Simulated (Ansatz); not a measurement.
The relaxed structure here is a generated cell of MnSi: the first start was made by placing the elements on the sites of a structure type, and the end was not matched to a known phase here, so it may be hypothetical. Known forms of MnSi include space group No. 198.

A relaxed structure of MnSi. Space group I4₁md (No. 109). Computed with PBE (plane waves to 420 eV, PAW, scalar-relativistic; Ansatz, a program for electronic structure).

Space group I4₁md (No. 109); a = 3.0861 Å, b = 3.0861 Å, c = 10.3849 Å, α = 90.00°, β = 90.00°, γ = 90.00°

```tsv
atom	site	symmetry	x	y	z
Mn	4a	2mm.	0.0000	0.0000	0.7483
Si	4a	2mm.	0.0000	0.0000	0.1677
```
(The calculation used a cell of 4 atoms; values per cell refer to that cell.)

Task: Predict the magnetic moment from PBE.

Result: Net 0.44 μB/atom, ferromagnetic.

Spin state reached: ferromagnetic (net 0.44 μB/atom), from parallel starting moments; other spin orders were not run from this start.

The run could not lose the symmetry of its start: the end is stationary, and may be a saddle point rather than a minimum.
